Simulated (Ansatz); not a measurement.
ZrC, DFT, PBEsol, all-electron LAPW, scalar-relativistic (Ansatz 0.2.0), run on 1 thread of Intel(R) Xeon(R) 6975P-C (Granite Rapids) on a shared host.

The geometry is COD entry 1562921, unchecked; take it as a test cell.

Command: `ansatz run input.yaml --threads 1 --pin off --max-ram 3072MiB --backend cpu --events-out ev --progress --plain --runs-dir out`

```yaml
crystal:
  lattice:
    - [0.0, 2.35021, 2.35021]
    - [2.35021, 0.0, 2.35021]
    - [2.35021, 2.35021, 0.0]
  atoms:
    - { symbol: Zr, position: [0.5, 0.5, 0.5] }
    - { symbol: C, position: [0.0, 0.0, 0.0] }
kpoints:
  mp_grid: { grid: [15, 15, 15] }
  band_path:
    path:
      - [0.0, 0.0, 0.0]
      - [0.5, 0.0, 0.5]
      - [0.625, 0.25, 0.625]
      - [0.375, 0.375, 0.75]
      - [0.0, 0.0, 0.0]
      - [0.5, 0.5, 0.5]
      - [0.5, 0.25, 0.75]
      - [0.5, 0.0, 0.5]
    npoints: 14
scf:
  occupations: { method: fermi_dirac, width: 0.05 }
hamiltonian:
  xc: pbesol
  pseudopotentials: { kind: all_electron, lapw: { basis_error: 0.00025 } }
output:
  forces: true
  stress: true
  eigenvalues: true
  populations: true
  dos: { projected: true, de: 0.2, e_range: [-14, 8] }
```

(1) How large is the problem that the program sets up?

(2) About how long does it take, and how much memory does it use?

Results:

(1) 120 irreducible k-points, 307 plane waves at Γ, 22 bands.

(2) 15 s of wall time for 10 SCF iterations, with a peak of 0.49 GiB. Times on shared machines scatter by tens of per cent.
